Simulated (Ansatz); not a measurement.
## Ag: reading a single point

```yaml
crystal:
  lattice:
    - [3.44317, 0.26716, -0.04191]
    - [-0.26918, 3.87585, 0.48684]
    - [0.19372, 0.04568, 2.87080]
  atoms:
    - { symbol: Ag, position: [0.69320, 0.95372, 0.48527] }
    - { symbol: Ag, position: [0.12333, 0.41639, 0.87904] }
```

The numbers come from plane-wave PAW DFT (Ansatz): r2SCAN, no spin polarisation, 500 eV, 5×5×6 (shifted by 0.5, 0.5, 0 steps) k points, fermi-dirac occupations (width 0.1 eV). Nothing was relaxed.

- Stress: The pressure is -2.9 GPa (compression positive), so with the atoms held at these fractions the cell would first shrink. The principal stresses -6.1, -3.4, 0.9 GPa differ, so its shape would change too.
- Contacts: Ag–Ag at 2.72 Å: least valence density 0.28 e/Å³ and ELF 0.16 there. These are pseudo-fields; inside the PAW spheres they differ from the all-electron ones.
- Forces: The largest is on Ag1 (and as large on other atoms): 0.74 eV/Å, components (-0.64, -0.34, -0.16). It makes 126° with the line to a nearest neighbour, Ag2 at 2.72 Å.
- Electronic structure: It is a metal, with about 0.55 states/eV a cell as the mean within 0.25 eV of the Fermi level.

Origin: a disordered cell, so it need not be a known compound. Caveats: the k mesh is coarse if the cell is a metal.
